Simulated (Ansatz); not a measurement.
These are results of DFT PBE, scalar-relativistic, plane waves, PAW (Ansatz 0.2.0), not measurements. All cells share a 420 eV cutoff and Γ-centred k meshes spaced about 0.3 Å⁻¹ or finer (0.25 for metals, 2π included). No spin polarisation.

Temperature and zero-point effects are left out.

Compare these two cells of Ga2Ge2O3, each relaxed at this level.

A.

```
Ga Ge O
1.0
     3.12913   -3.52404    0.00000
     3.12913    3.52404    0.00000
     0.00000    0.00000    4.65272
Ga Ge O
2 2 3
Cartesian
  3.1291 1.5929 1.8131
  3.1291 -1.5929 1.8131
  1.8470 0.0000 4.5481
  4.4113 0.0000 4.5481
  1.5646 1.7620 3.0045
  1.5646 -1.7620 3.0045
  0.0000 0.0000 0.8069
```

B.

```
Ga Ge O
1.0
     3.01407    0.00000    0.00000
    -1.50703    2.61026    0.00000
     0.00000    0.00000   14.71299
Ga Ge O
2 2 3
Cartesian
  0.0000 1.7402 1.4166
  1.5070 0.8701 13.2964
  1.5070 0.8701 6.2305
  0.0000 1.7402 8.4825
  1.5070 0.8701 2.1705
  0.0000 1.7402 12.5425
  0.0000 0.0000 0.0000
```

Question: Which is lower in energy, and by how much?

Answer: B is lower, by 220 meV/atom. A has space group Cmm2 (No. 35), 14.7 Å³/atom and a gap of 0.13 eV on its mesh; B has space group P-3m1 (No. 164), 16.5 Å³/atom and no gap. Counting O atoms around Ga and Ge (those within 1.25 times the shortest such distance or 1.15 times the sum of covalent radii; a plus sign parts nearer from farther groups; the shortest distance is added where it is long for a bond), A has Ga 2+1, Ge 1+2 and B has Ga 3+3, Ge 1+6 from 4.1 Å. A holds Ge–Ge pairs (shortest 2.56 Å); in B the shortest Ge–Ge distance is 2.85 Å, near bonding range too. In A, around Ga lie 2 O at 1.97 Å and 1 O at 2.18 Å; around Ge lie 1 O at 2.06 Å, 2 O at 2.36 Å and 1 Ge at 2.56 Å; O on a site of symmetry 2 is surrounded by 2 Ga at 1.97 Å and 2 Ge at 2.36 Å; 1 more site not described. In B, around Ga lie 3 O at 1.90 Å and 3 O at 2.24 Å; around Ge lie 9 Ge at 2.85–3.01 Å; around O on a site of symmetry 3m lie 3 Ga at 1.90 Å; 1 more site not described. Both come from trial cells of a structure search, whose lowest cell (P1, 16.7 Å³/atom) lies 29 meV/atom below the lower of the two.

No dispersion correction is applied, so the spacing and binding between layers, chains or molecules are poorly described (P-3m1), and this can change margins and order among such cells. Kohn–Sham gaps at this level usually fall short of measured ones. Small gaps are read on the mesh alone, and bands can cross between its points. With atoms moved at random, B (by 29 meV/atom) fell into a lower structure. A had no clear such test and can be a saddle point. Some structure types and database cells were kept out of the candidates from the start, so a known form may be missing.
